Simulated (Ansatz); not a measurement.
W:
```
CELL_PARAMETERS angstrom
      5.03231     0.00000     0.00000
      0.00000     5.03231     0.00000
      0.00000     0.00000     5.03231
ATOMIC_POSITIONS crystal
  W  0.00000 0.00000 0.00000
  W  0.50000 0.50000 0.50000
  W  0.00000 0.50000 0.25000
  W  0.00000 0.50000 0.75000
  W  0.25000 0.00000 0.50000
  W  0.75000 0.00000 0.50000
  W  0.50000 0.75000 0.00000
  W  0.50000 0.25000 0.00000
```

Relaxed with PBEsol. Special points in fractions of this cell's reciprocal vectors: Γ (0.000, 0.000, 0.000); X (0.000, 0.500, 0.000); M (0.500, 0.500, 0.000); R (0.500, 0.500, 0.500).

Question: List the band energies nearest the Fermi level at these points for PBEsol (plane waves, PAW; program Ansatz).

Answer: In eV from the Fermi level; about four levels below and three above (degenerate sets whole), none deeper than 8.9 eV; points with the same levels are listed once.

```csv
k,below,above
Γ,-1.52 -1.52 -0.50 -0.50 -0.50,1.64 1.64 1.64
X,-1.15 -1.15 -0.94 -0.94,0.55 0.55 0.82 0.82
M,-1.68 -1.68 -1.29 -0.97 -0.97,0.29 0.29 0.32
R,-1.37 -1.37 -1.37 -1.37 -1.37 -1.37,1.37 1.37 1.37 1.37 1.37 1.37
```

Space group Pm-3n (A15 (β-W type)). The workflow started from an entry of the Crystallography Open Database (COD), which files this formula under 6 space groups. It is not the phase usual at ambient conditions (space group No. 229). The PBEsol relaxation kept the symmetry of its start; whether a distortion lowers the energy is not shown. The run is not spin-polarised. Scalar-relativistic: spin–orbit coupling is off unless named, which matters more the heavier the elements.

Potentials: the earlier of the program's two PAW sets. The files were generated under PBE; for other functionals the program regenerates the frozen cores, and for LDA and PBEsol the local potential too.
